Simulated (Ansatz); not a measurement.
CsBr, in the lowest of the structures calculated here: Pm-3m (No. 221), cP2, CsCl type; a = 4.323 Å, b = 4.323 Å, c = 4.323 Å, α = 90.00°, β = 90.00°, γ = 90.00°; Cs 1a (0.000, 0.000, 0.000); Br 1b (0.500, 0.500, 0.500). The numbers are results of r2SCAN (plane waves to 500 eV, PAW, scalar-relativistic; Ansatz, a first-principles code), not measurements. Element references, the lowest calculated here: Br (Cmce), Cs (Im-3m).

Q: What is the computed formation energy of this Pm-3m form of CsBr from the elements (r2SCAN)?

A: -2.03 eV/atom.

Static energies, no anion corrections, no zero-point energy. Values are rounded to 0.01 eV/atom. The compounds carry no spin polarisation.
